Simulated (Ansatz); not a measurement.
The start is a relaxed BAs cell, doubled along one cell vector, shaken by Gaussian noise of σ = 0.08 Å a coordinate. A full variable-cell relaxation at zero pressure is run with PBEsol (plane waves to 420 eV, PAW, scalar-relativistic; Ansatz, an electronic-structure program). The first steps use a coarse 8×4×8 k-mesh.

Initial structure:
```yaml
crystal:
  lattice:
    - [0.00000, 2.38393, 2.38393]
    - [4.76787, 0.00000, 4.76787]
    - [2.38393, 2.38393, 0.00000]
  atoms:
    - { symbol: As, position: [0.73255, 0.36828, 0.81468] }
    - { symbol: As, position: [0.70416, 0.87104, 0.77021] }
    - { symbol: B, position: [0.96949, 0.99385, 0.01388] }
    - { symbol: B, position: [0.01225, 0.47967, 0.01438] }
```

| Item | Value |
|---|---|
| Energy released | 0.087 eV/atom |
| Shortest distances (start → end) | The closest pairs of elements (up to four, under 3.6 Å), start → end: As–B 1.94 → 2.06 Å; B–B 3.25 → 3.37 Å; As–As 3.27 → 3.37 Å |
| Band gap at the end | 1.08 eV, indirect (valence top at Γ, conduction bottom at 82 % of the way from Γ to X) (no spin-orbit coupling) |
| Optimiser moves | 4 |

Relaxed structure:

Space group F-43m (No. 216); a = b = c = 4.768 Å, α = β = γ = 90.00°

| atom | site | symmetry | x | y | z |
|---|---|---|---|---|---|
| As | 4d | -43m | 0.7500 | 0.7500 | 0.7500 |
| B | 4a | -43m | 0.0000 | 0.0000 | 0.0000 |
(The calculation used a cell of 2 atoms; values per cell refer to that cell.)

Final values are on a 12×12×12 k-mesh of the relaxed cell. No spin polarisation in the result.
